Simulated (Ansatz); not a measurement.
Ni (fcc, Cu type)

```xyz
1
Lattice="0.0000 1.7391 1.7391 1.7391 0.0000 1.7391 1.7391 1.7391 0.0000" Properties=species:S:1:pos:R:3 pbc="T T T"
Ni     0.0000     0.0000     0.0000
```

The slice is a {100} plane (indices of the conventional cell) through the point (0.000, 0.000, 0.000) (fractional), spanned by u = [100] and v = [0 1 -1] in vectors of this cell: u (2.46 Å) and v (2.46 Å, at 90° to u). It covers one period; positions are fractions (u, v).

Method: r2SCAN (plane waves to 500 eV, PAW, scalar-relativistic; Ansatz, a program for electronic structure). k mesh 23×23×23. These are valence fields of a PAW run, semicore shells included where kept as valence: close to a nucleus they are smooth pseudo fields. Ni was relaxed with its symmetry unable to fall. Relaxed Ni ends ferromagnetic. Other magnetic orders were not checked, so this need not be the ground state.

Three fields on this plane, each scaled to ten steps between its own extremes (0 low, 9 high; the total valence density on a logarithmic scale, the potential cut 8 eV below its top; x marks points blanked near nuclei; v = 0 in the bottom row):

Map A
```
|xxxxxxxxxx82028xxxxxxxxx|
|xxxxxxxxxx72027xxxxxxxxx|
|xxxxxxxxxx62126xxxxxxxxx|
|xxxxxxxxx9532359xxxxxxxx|
|xxxxxxxxx8533358xxxxxxxx|
|xxxxxxxx875444578xxxxxxx|
|xxxxxxx87765556778xxxxxx|
|xxxxxx8776666666778xxxxx|
|xxxx98766777777766789xxx|
|887655567778887776555678|
|222233456788888765433222|
|000123456788888765432100|
|222233456788888765433222|
|887655567778887776555678|
|xxxx98766777777766789xxx|
|xxxxxx8776666666778xxxxx|
|xxxxxxx87765556778xxxxxx|
|xxxxxxxx875444578xxxxxxx|
|xxxxxxxxx8533358xxxxxxxx|
|xxxxxxxxx9532359xxxxxxxx|
|xxxxxxxxxx62126xxxxxxxxx|
|xxxxxxxxxx72027xxxxxxxxx|
|xxxxxxxxxx82028xxxxxxxxx|
|xxxxxxxxxx82028xxxxxxxxx|
```

Map B
```
|xxxxxxxxxx97779xxxxxxxxx|
|xxxxxxxxxx97679xxxxxxxxx|
|xxxxxxxxxx86668xxxxxxxxx|
|xxxxxxxxx9755579xxxxxxxx|
|xxxxxxxxx8644468xxxxxxxx|
|xxxxxxxx864333468xxxxxxx|
|xxxxxxx96432223469xxxxxx|
|xxxxxx8643211123468xxxxx|
|xxxx98643211011234689xxx|
|999876432100000123467899|
|877654321100000112345677|
|776654321000000012345667|
|877654321100000112345677|
|999876432100000123467899|
|xxxx98643211011234689xxx|
|xxxxxx8643211123468xxxxx|
|xxxxxxx96432223469xxxxxx|
|xxxxxxxx864333468xxxxxxx|
|xxxxxxxxx8644468xxxxxxxx|
|xxxxxxxxx9755579xxxxxxxx|
|xxxxxxxxxx86668xxxxxxxxx|
|xxxxxxxxxx97679xxxxxxxxx|
|xxxxxxxxxx97779xxxxxxxxx|
|xxxxxxxxxx98789xxxxxxxxx|
```

Map C
```
|xxxxxxxxxx26862xxxxxxxxx|
|xxxxxxxxxx26862xxxxxxxxx|
|xxxxxxxxxx26862xxxxxxxxx|
|xxxxxxxxx0268620xxxxxxxx|
|xxxxxxxxx0379730xxxxxxxx|
|xxxxxxxx014797410xxxxxxx|
|xxxxxxx00258985200xxxxxx|
|xxxxxx0024689864200xxxxx|
|xxxx00124689998642100xxx|
|222223456889998865432222|
|666667788999999988776666|
|888889999999999999998888|
|666667788999999988776666|
|222223456889998865432222|
|xxxx00124689998642100xxx|
|xxxxxx0024689864200xxxxx|
|xxxxxxx00258985200xxxxxx|
|xxxxxxxx014797410xxxxxxx|
|xxxxxxxxx0379730xxxxxxxx|
|xxxxxxxxx0268620xxxxxxxx|
|xxxxxxxxxx26862xxxxxxxxx|
|xxxxxxxxxx26862xxxxxxxxx|
|xxxxxxxxxx26862xxxxxxxxx|
|xxxxxxxxxx26862xxxxxxxxx|
```

Assign the maps to these fields: electron localisation function (ELF); valence electron density; spin density, up minus down.

A is the spin density, up minus down; B is the valence electron density; C is the electron localisation function (ELF).
